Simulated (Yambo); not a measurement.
K2LiScF6 (space group Fm-3m, No. 225), G0W0@LDA in Yambo (2×2×2 mesh, plasmon pole; 7 Ry block, no terminator). The number N of bands in W and G is varied.

```csv
N,x = 1/N,gap Γ → Γ (eV),shift of the valence edge (eV)
89,0.01124,12.680,-1.915
125,0.00800,12.469,-1.951
170,0.00588,12.331,-2.013
216,0.00463,?,?
```

### Question
Basis-set arguments suggest E = E∞ + A x. Fix A and E∞ from the two rows above the withheld one, predict the row at 216 bands, and test the form.

### Answer
Gap: A = (12.331 − (12.469))/(0.00588 − 0.00800) = 65.1, E∞ = 11.948 eV, so 12.250 eV is predicted; the run gave 12.230 eV (miss 20 meV). The first two rows have slope 65.1, within 15 % of that. Shift: A = (-2.013 − (-1.951))/(0.00588 − 0.00800) = 29.2, E∞ = -2.185 eV, so -2.050 eV is predicted; the run gave -2.063 eV (miss 13 meV). The first two rows have slope 11.1, so the form doesn't hold yet over the whole range. The other settings are held fixed.

Geometry of the Materials Project entry, not relaxed at this level; primitive cell a = b = c = 5.8616 Å, α = β = γ = 60.00°.

The structure is a Materials Project entry; no match was found in the copy of COD used, and its stability was not checked.

A shift is the quasiparticle energy of the state minus its LDA energy.
